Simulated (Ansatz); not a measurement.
**Question.** Each is relaxed and computed with LDA (plane waves, PAW; program Ansatz). Which is the only one with a gap?
(A) Ti3AlC, anti-perovskite
(B) BaTiO3, P4mm (Ba on 1b, Ti on 1a, O on 2c, O on 1a)
(C) TiSi2, Fddd (Ti on 8b, Si on 16f)
(D) TiC, rock salt

**Answer.** B, BaTiO3, P4mm (Ba on 1b, Ti on 1a, O on 2c, O on 1a). BaTiO3: gap 1.85 eV (indirect); Ti3AlC: metal; TiC: metal; TiSi2: metal. Standing as an ambient phase not checked: Ti3AlC, anti-perovskite. Unstable at this level: BaTiO3, P4mm (Ba on 1b, Ti on 1a, O on 2c, O on 1a). All cells were relaxed under the symmetry of their starts (and spin orders); stability against distortions was not tested throughout. Named crystals with no word on spin ran without spin polarisation. Scalar-relativistic: spin–orbit coupling is off unless named, which matters more the heavier the elements.

Potentials: the earlier of the program's two PAW sets. The files were generated under PBE; for other functionals the program regenerates the frozen cores, and for LDA and PBEsol the local potential too.
